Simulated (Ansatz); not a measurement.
HgTe (zinc blende)

```xyz
2
Lattice="0.0000 3.2864 3.2864 3.2864 0.0000 3.2864 3.2864 3.2864 0.0000" Properties=species:S:1:pos:R:3 pbc="T T T"
Te     4.9296     4.9296     4.9296
Hg     0.0000     0.0000     0.0000
```

This relaxed cell (volume V₀) is scaled evenly in all directions, its shape held. Symmetry pins the atoms to their sites.

Calculation: r2SCAN (plane waves to 500 eV, PAW, scalar-relativistic; Ansatz, an electronic-structure program). k mesh 12×12×12 (Γ-centred), Fermi-Dirac smearing 0.05 eV. The energy includes the smearing's −TS. At this level the bands of HgTe touch or barely overlap. HgTe was relaxed with its symmetry unable to fall. Spin-orbit coupling is left out, though Hg and Te are heavy. ΔE is measured from the relaxed starting cell. The last digit holds for this mesh only.

| V (Å³/atom) | ΔE (meV/atom) |
|---|---|
| 31.945 | 55.0 |
| 32.655 | 33.7 |
| 33.365 | 18.1 |
| 34.075 | 7.7 |
| 34.785 | 1.9 |
| 35.495 | 0.0 |
| 36.204 | 1.7 |
| 36.914 | 6.6 |
| 37.624 | 14.2 |
| 38.334 | 24.3 |
| 39.044 | 36.6 |

Q: What is the fitted pressure derivative B₀′?

A: 5.1.

Q: What bulk modulus B₀ follows from a third-order Birch-Murnaghan fit?

A: 40.1 GPa.

(Under strain, the slope of the energy per volume gives the stress and its curvature an elastic modulus.)
